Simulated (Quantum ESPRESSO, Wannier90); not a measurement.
# HgS (P3₂21), plane waves to Wannier functions

```xyz
6
Lattice="4.4307 0.0000 0.0000 -2.2154 3.8371 0.0000 0.0000 0.0000 9.7456" Properties=species:S:1:pos:R:3 pbc="T T T"
Hg     1.0702     0.0000    -3.2485
Hg    -0.5351     0.9269     3.2485
Hg    -0.5351    -0.9269     0.0000
S     -2.0227     0.0000     1.6243
S      1.0113    -1.7517    -1.6243
S      1.0113     1.7517     4.8728
```

Cell from Materials Project (mp-9252), symmetrised, no further relaxation. COD (Crystallography Open Database) has the formula in 4 space groups, this one among them (matched by group alone). Computed values, not measurements, from PBE: Quantum ESPRESSO (norm-conserving PseudoDojo potentials, cutoff 53 Ry, no spin polarisation, no spin-orbit coupling) on a Γ-centred 6×6×4 mesh, then Wannier90. Density: 12×12×4 mesh, cold smearing 0.01 Ry. The cell is built of weakly bound layers, chains or molecules, whose nearest atoms lie 3.41 Å apart. Database cells relaxed without dispersion often hold them too far apart, which can enlarge gaps and weakens couplings between them; spacing and stacking were not compared with the measured crystal. Spin-orbit coupling is left out although heavy elements are present.

A tight-binding model is made by disentanglement and projection with no localisation steps (num_iter = 0), so the 24 orbitals stay atom-like: hydrogen-like Hg: s;p; S: s;p, axes along x, y, z; frozen window up to 3.18 eV relative to the valence-band maximum. It follows pw.x to 1.3 meV rms for states up to 2.7 eV relative to the valence-band maximum. Matrix elements depend on this choice of orbitals and windows. Bands 16–30 (Hg 5d 92 %, S 3p 5 %) lie between the kept ones and are excluded.

Problem. Which pairs of orbitals on different sites are coupled most strongly? Give distance, modulus and how many such pairs a cell has.

Solution. 
```tsv
orbital	orbital	distance of the centres (Å)	modulus (eV)	pairs
Hg py	S s	2.31	1.96	2
Hg py	S pz	2.37	1.95	2
Hg pz	S py	2.35	1.85	2
Hg px	S pz	2.36	1.73	2
Hg pz	S s	2.31	1.71	6
Hg s	S py	2.35	1.70	2
Hg px	S s	2.30	1.70	4
Hg pz	S px	2.36	1.66	2
Hg px	S pz	2.38	1.66	2
Hg s	S pz	2.37	1.56	6
Hg pz	S px	2.33	1.54	2
Hg s	S px	2.36	1.50	2
Hg s	S px	2.33	1.45	2
Hg s	S s	2.31	1.40	6
Hg py	S pz	2.36	1.04	2
Hg pz	S py	2.35	1.03	2
Hg px	S px	2.34	1.03	2
Hg py	S py	2.35	0.99	2
Hg py	S s	2.31	0.98	4
Hg px	S py	2.36	0.93	2
Hg py	S pz	2.38	0.92	2
Hg s	S py	2.35	0.89	2
Hg py	S px	2.33	0.88	4
Hg pz	S py	2.33	0.82	2
Hg px	S py	2.32	0.81	2
Hg s	S py	2.33	0.80	2
Hg py	S py	3.58	0.80	2
Hg py	S py	3.40	0.78	2
Hg pz	S pz	2.37	0.76	6
Hg px	S px	3.43	0.76	2
```
